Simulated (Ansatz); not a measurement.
**ZrB2 squeezed and stretched**

A database entry relaxed whole under r2SCAN (P6/mmm):

```
Zr B
1.0
     3.16721    0.00000    0.00000
    -1.58360    2.74288    0.00000
     0.00000    0.00000    3.55258
Zr B
1 2
Direct
  0.00000 0.00000 0.00000
  0.33333 0.66667 0.50000
  0.66667 0.33333 0.50000
```

The cell was scaled uniformly, its shape held, and the atoms relaxed at each volume with plane-wave PAW DFT (Ansatz 0.2.0; r2SCAN, 500 eV, 12×12×10 Γ-centred mesh, fermi-dirac occupations of width 0.100 eV; no spin, no spin-orbit coupling). One row is withheld.

| volume (Å³/atom) | energy over the lowest (meV/atom) | pressure (GPa) |
| --- | --- | --- |
| 9.670 | 30.9 | 16.94 |
| 9.876 | 13.3 | 10.73 |
| 10.082 | 3.2 | 5.10 |
| 10.287 | 0.0 | 0.00 |
| 10.493 | 3.0 | -4.63 |
| 10.699 | ? | ? |
| 10.905 | 25.6 | -12.64 |

Task: Fit the pressures of the other rows to the third-order Birch-Murnaghan form.

Result: With f = [(V₀/V)^(2/3) − 1]/2 and P = 3B₀f(1 + 2f)^(5/2)[1 + 3(B₀′ − 4)f/2], least squares gives V₀ = 10.29 Å³ an atom, B₀ = 243 GPa and B₀′ = 3.9; the rows miss the fit by less than 0.01 GPa. The slope of the energies differs from these pressures by less than 0.05 GPa.

Task: What does the withheld row hold?

Result: The fit gives -8.83 GPa at 10.699 Å³; the run gave -8.83 GPa and 11.8 meV an atom.

Caveats: the shape of the cell was held, so B₀ is an upper bound where the axes differ in stiffness; 0 K, fixed nuclei; the symmetry was kept, and this need not be the phase that is stable at 0 K; one mesh for all volumes; pressure is positive in compression.
